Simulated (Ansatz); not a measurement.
# FeGe: computed property card

FeGe:
```
FeGe
1.0
    5.82392     1.93008     0.00000
   -5.82392     1.93008     0.00000
   -1.14667     0.00000     4.68605
Fe Ge
4 4
Direct
  0.00000   0.00000   0.00000
  0.00000   0.00000   0.50000
  0.79502   0.20498   0.64247
  0.20498   0.79502   0.35753
  0.18454   0.81546   0.84238
  0.81546   0.18454   0.15762
  0.42958   0.57042   0.70070
  0.57042   0.42958   0.29930
```
The run is spin-polarised; directions of the spins, atom by atom: ↑ ↑ ↑ ↑ 0 0 0 0.

Space group C2/m (No. 12); conventional cell a = 11.648 Å, b = 3.860 Å, c = 4.824 Å, α = γ = 90.00°, β = 103.75°.

Method: the program Ansatz at the PBEsol level (PAW). The cell and atoms are relaxed at this level. Other levels are named where they apply.

**Cell and energy**

```yaml
volume_per_atom: 13.17 Å³
density: 8.10 g/cm³
Formation energy from the elements (no fitted shifts): -0.18 eV/atom
```

**Electronic structure**

```yaml
electronic_character: metallic (no gap)
Density of states at the Fermi level: 0.57 states/eV per atom (mean over ±0.08 eV)
```

**Magnetism**

```yaml
magnetic_order: ferromagnetic
net_moment: 0.67 μB per atom
```

**Mechanics**

```yaml
Bulk modulus (Birch–Murnaghan fit): 155 GPa
Pressure derivative B′: 4.1
```

The workflow started from a Materials Project entry (that database holds measured and hypothetical structures alike); the Crystallography Open Database copy checked does not list it. COD files the formula under space group No. 198. Whether it is the stable phase at ambient conditions was not checked. The cell was relaxed with PBEsol under the symmetry of its start; whether a distortion lowers the energy is not shown. The final state is ferromagnetic, chosen from 3 collinear starts compared on coarse meshes (ties went to the first, and starts can fall back to one state), not a proven ground state. Point labels and valley counts follow the cell and symmetry of the run, lower than the named group. The references are the lowest solids computed at this level, not always the standard phases. Scalar-relativistic: spin–orbit coupling is off unless named, which matters more the heavier the elements.

Potentials: the later of the program's two PAW sets.
